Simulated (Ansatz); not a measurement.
MgS:
```xyz
8
Lattice="6.8236 0.0000 0.0000 0.0000 6.8236 0.0000 0.0000 0.0000 4.0666" Properties=species:S:1:pos:R:3 pbc="T T T"
Mg     2.2306     4.5930     0.0000
Mg     4.5930     2.2306     0.0000
Mg     5.6425     5.6425     2.0333
Mg     1.1812     1.1812     2.0333
S      2.1245     2.1245     0.0000
S      4.6991     4.6991     0.0000
S      1.2873     5.5363     2.0333
S      5.5363     1.2873     2.0333
```

Relaxed with r²SCAN.

Task: Give the Bader charges and basin volumes of the independent atoms, r²SCAN in the plane-wave PAW code Ansatz.

Result: 

| atom | Bader charge (e) | Bader volume (Å³) |
|---|---|---|
| Mg1 | +1.68 | 6.4 |
| S5 | -1.68 | 40.9 |

Space group P4_2/mnm. The start of the workflow was typed in or built on a structure type; neither database checked (COD, Materials Project) lists it. COD files the formula under space group No. 225. Its standing as an ambient phase is unchecked. Symmetry was held in the r²SCAN relaxation; its stability against distortions is not shown here.

Potentials: the earlier of the program's two PAW sets. The files were generated under PBE; for other functionals the program regenerates the frozen cores, and for LDA and PBEsol the local potential too.
